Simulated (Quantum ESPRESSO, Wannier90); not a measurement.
## CdS (zinc blende), plane waves to Wannier functions

```xyz
2
Lattice="0.0000 2.9430 2.9430 2.9430 0.0000 2.9430 2.9430 2.9430 0.0000" Properties=species:S:1:pos:R:3 pbc="T T T"
Cd     0.0000     0.0000     0.0000
S     -1.4715    -1.4715    -1.4715
```

Materials Project entry mp-2469; symmetrised, unrelaxed at this level. COD (Crystallography Open Database) has the formula in 2 space groups, this one among them (matched by group alone). Level: PBEsol, no spin polarisation, no spin-orbit coupling; pw.x of Quantum ESPRESSO at 82 Ry with PseudoDojo potentials, 10×10×10 k-points, Wannier90. Density: 10×10×10 mesh, Gaussian smearing 0.01 Ry.

A tight-binding model is made by disentanglement and projection with no localisation steps (num_iter = 0), so the 8 orbitals stay atom-like: hydrogen-like Cd: s;p; S: s;p, axes along x, y, z; frozen window up to 2.45 eV relative to the valence-band maximum. It follows pw.x to 1.1 meV rms for states up to 1.9 eV relative to the valence-band maximum. Matrix elements depend on this choice of orbitals and windows. Bands 6–10 (Cd 4d 95 %) lie between the kept ones and are excluded.

The 45 largest hoppings ⟨m,0|H|n,R⟩ between different sites (one of each Hermitian pair; signs follow the real orbitals' lobes; the list may end inside a set of equal values):

| m | n | R | distance of the centres (Å) | t (eV) |
|---|---|---|---|---|
| Cd1 px | S2 pz | 1 0 0 | 2.55 | -1.183 |
| Cd1 px | S2 pz | 0 0 1 | 2.55 | -1.183 |
| Cd1 pz | S2 py | 1 0 0 | 2.55 | 1.183 |
| Cd1 pz | S2 py | 0 0 1 | 2.55 | -1.183 |
| S2 pz | Cd1 py | 0 0 0 | 2.55 | 1.182 |
| S2 px | Cd1 pz | 0 0 0 | 2.55 | 1.182 |
| S2 py | Cd1 pz | 0 0 0 | 2.55 | 1.182 |
| Cd1 pz | S2 px | 1 0 0 | 2.55 | -1.182 |
| Cd1 pz | S2 px | 0 0 1 | 2.55 | -1.182 |
| Cd1 py | S2 px | 1 0 0 | 2.55 | -1.182 |
| S2 py | Cd1 px | 0 0 0 | 2.55 | 1.182 |
| Cd1 pz | S2 px | 0 1 0 | 2.55 | 1.182 |
| Cd1 px | S2 pz | 0 1 0 | 2.55 | 1.182 |
| Cd1 pz | S2 py | 0 1 0 | 2.55 | -1.182 |
| Cd1 py | S2 px | 0 0 1 | 2.55 | 1.182 |
| Cd1 px | S2 py | 0 0 1 | 2.55 | 1.182 |
| S2 pz | Cd1 px | 0 0 0 | 2.55 | 1.182 |
| Cd1 py | S2 pz | 0 0 1 | 2.55 | -1.181 |
| S2 px | Cd1 py | 0 0 0 | 2.55 | 1.181 |
| Cd1 px | S2 py | 1 0 0 | 2.55 | -1.181 |
| Cd1 py | S2 pz | 1 0 0 | 2.55 | 1.181 |
| Cd1 py | S2 px | 0 1 0 | 2.55 | -1.181 |
| Cd1 py | S2 pz | 0 1 0 | 2.55 | -1.181 |
| Cd1 px | S2 py | 0 1 0 | 2.55 | -1.180 |
| Cd1 s | S2 pz | 1 0 0 | 2.55 | 1.129 |
| Cd1 s | S2 pz | 0 0 1 | 2.55 | -1.129 |
| Cd1 s | S2 px | 0 0 1 | 2.55 | 1.129 |
| S2 py | Cd1 s | 0 0 0 | 2.55 | -1.129 |
| Cd1 s | S2 pz | 0 1 0 | 2.55 | 1.129 |
| S2 pz | Cd1 s | 0 0 0 | 2.55 | -1.129 |
| Cd1 s | S2 px | 0 1 0 | 2.55 | 1.129 |
| Cd1 s | S2 px | 1 0 0 | 2.55 | -1.129 |
| S2 px | Cd1 s | 0 0 0 | 2.55 | -1.129 |
| Cd1 s | S2 py | 0 0 1 | 2.55 | 1.129 |
| Cd1 s | S2 py | 0 1 0 | 2.55 | -1.129 |
| Cd1 s | S2 py | 1 0 0 | 2.55 | 1.129 |
| Cd1 s | S2 s | 0 1 0 | 2.55 | -1.122 |
| S2 s | Cd1 s | 0 0 0 | 2.55 | -1.122 |
| Cd1 s | S2 s | 1 0 0 | 2.55 | -1.122 |
| Cd1 s | S2 s | 0 0 1 | 2.55 | -1.122 |
| Cd1 px | S2 s | 0 0 1 | 2.55 | -1.113 |
| Cd1 pz | S2 s | 1 0 0 | 2.55 | -1.112 |
| S2 s | Cd1 pz | 0 0 0 | 2.55 | 1.112 |
| Cd1 pz | S2 s | 0 0 1 | 2.55 | 1.112 |
| Cd1 pz | S2 s | 0 1 0 | 2.55 | -1.112 |
